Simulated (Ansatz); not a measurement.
SiS$_{2}$ in space group I-42d (No. 122; Si on 4a, S on 8d), plane-wave PAW r²SCAN (Ansatz code). The conduction-band minimum lies at Γ, with 1 equivalent valley. Second derivatives d²E/dk² of the lowest band at one valley (eV·Å²), along Cartesian directions:

```csv
direction,d²E/dk²
[100],12.47
[010],12.47
[001],19.91
[110],12.46
[101],16.19
[011],16.19
```

### Question
Find the principal effective masses, the density-of-states mass and the conductivity mass.

### Answer
Off-diagonal terms follow from H_xy = H[110] − (H_xx + H_yy)/2, and m*/mₑ = 7.620 eV·Å² over each eigenvalue: 0.38, 0.61, 0.61. One valley's DOS mass (m₁m₂m₃)^(1/3) = 0.52, conductivity mass 3/(Σ 1/mᵢ) = 0.51 mₑ.

### Question
What effective density of states Nc follows at 300 K for parabolic valleys?

### Answer
Nc = 2.509e19 × 1 × (0.52)^(3/2) ≈ 9.4e18 cm⁻³.

The workflow started from a Materials Project entry (that database holds measured and hypothetical structures alike); the Crystallography Open Database files this formula in space group No. 122, but the cells were not matched. Whether it is the stable phase at ambient conditions was not checked. Symmetry was held in the r²SCAN relaxation; whether a distortion lowers the energy is not shown.

Potentials: the later of the program's two PAW sets.

Edges and masses are those of Kohn–Sham bands, whose gap is no quasiparticle gap.
